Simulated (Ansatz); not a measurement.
MgO (rock salt, Fm-3m), a = b = c = 4.2144 Å, α = β = γ = 90.00°; the cell used has 2 atoms.

Relaxed with PBEsol.

Q: Give the optical modes at the zone centre with their infrared activity from DFPT, the program Ansatz at the PBEsol level (PAW).

A: Transverse frequencies, without the LO–TO term; a row sums one degenerate level.

```csv
ω (cm⁻¹),degeneracy,IR ((D/Å)²/amu),activity,symmetry
387,3,28.13,IR,T1u
```

Q: How high does the top mode go among those that the LO–TO term moves?

A: 692 cm⁻¹ for q along x.

The cell was relaxed with PBEsol under the symmetry of its start; phonons on a q-mesh show no instability. The volume moved by -15 % from the start of the relaxation.

Potentials: the later of the program's two PAW sets.
